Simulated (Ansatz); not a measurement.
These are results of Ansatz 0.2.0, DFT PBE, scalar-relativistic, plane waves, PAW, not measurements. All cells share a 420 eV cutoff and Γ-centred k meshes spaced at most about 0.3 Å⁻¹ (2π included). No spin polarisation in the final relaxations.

These are static total energies at zero pressure. All come from trial cells, and lower structures may exist.

Task: Order these relaxed structures of LiSnF3 by energy, lowest first, with the energy over the lowest of them.
1.

```cif
data_structure
_symmetry_space_group_name_H-M 'Pm-3m'
_symmetry_Int_Tables_number 221
_cell_length_a 3.8930
_cell_length_b 3.8930
_cell_length_c 3.8930
_cell_angle_alpha 90.000
_cell_angle_beta 90.000
_cell_angle_gamma 90.000
_cell_volume 59.00
loop_
_atom_site_label
_atom_site_type_symbol
_atom_site_symmetry_multiplicity
_atom_site_Wyckoff_symbol
_atom_site_fract_x
_atom_site_fract_y
_atom_site_fract_z
_atom_site_occupancy
Li1 Li 1 a 0.00000 0.00000 0.00000 1
Sn1 Sn 1 b 0.50000 0.50000 0.50000 1
F1 F 3 d 0.50000 0.00000 0.00000 1
```

2.

```cif
data_structure
_symmetry_space_group_name_H-M 'R3m:H'
_symmetry_Int_Tables_number 160
_cell_length_a 5.8179
_cell_length_b 5.8179
_cell_length_c 7.4961
_cell_angle_alpha 90.000
_cell_angle_beta 90.000
_cell_angle_gamma 120.000
_cell_volume 219.73
loop_
_atom_site_label
_atom_site_type_symbol
_atom_site_symmetry_multiplicity
_atom_site_Wyckoff_symbol
_atom_site_fract_x
_atom_site_fract_y
_atom_site_fract_z
_atom_site_occupancy
Li1 Li 3 a 0.33333 0.66667 0.64438 1
Sn1 Sn 3 a 0.33333 0.66667 0.06869 1
F1 F 9 b 0.17568 0.82432 0.87501 1
```

3.

```cif
data_structure
_symmetry_space_group_name_H-M 'Pm-3m'
_symmetry_Int_Tables_number 221
_cell_length_a 4.6745
_cell_length_b 4.6745
_cell_length_c 4.6745
_cell_angle_alpha 90.000
_cell_angle_beta 90.000
_cell_angle_gamma 90.000
_cell_volume 102.14
loop_
_atom_site_label
_atom_site_type_symbol
_atom_site_symmetry_multiplicity
_atom_site_Wyckoff_symbol
_atom_site_fract_x
_atom_site_fract_y
_atom_site_fract_z
_atom_site_occupancy
Li1 Li 1 a 0.00000 0.00000 0.00000 1
Sn1 Sn 1 b 0.50000 0.50000 0.50000 1
F1 F 3 c 0.00000 0.50000 0.50000 1
```

Result: 2 (0 meV/atom), 1 (116 meV/atom), 3 (463 meV/atom). Forms: 2 R3m; 1 cubic perovskite type, Pm-3m; 3 cubic perovskite type, Pm-3m. Counting F atoms around Li and Sn (those within 1.25 times the shortest such distance or 1.15 times the sum of covalent radii; a plus sign parts nearer from farther groups; the shortest distance is added where it is long for a bond): cell 2 has Li 3+3, Sn 3; cell 1 has Li 6, Sn 12 from 2.8 Å; cell 3 has Li 12 from 3.3 Å, Sn 6 from 2.3 Å.

Cells relaxed within their symmetry can be saddle points. The R3m cell of LiSnF3 came from shaking the Pm-3m one. Some candidate types were left out of the draw beforehand, so a known form may be missing.
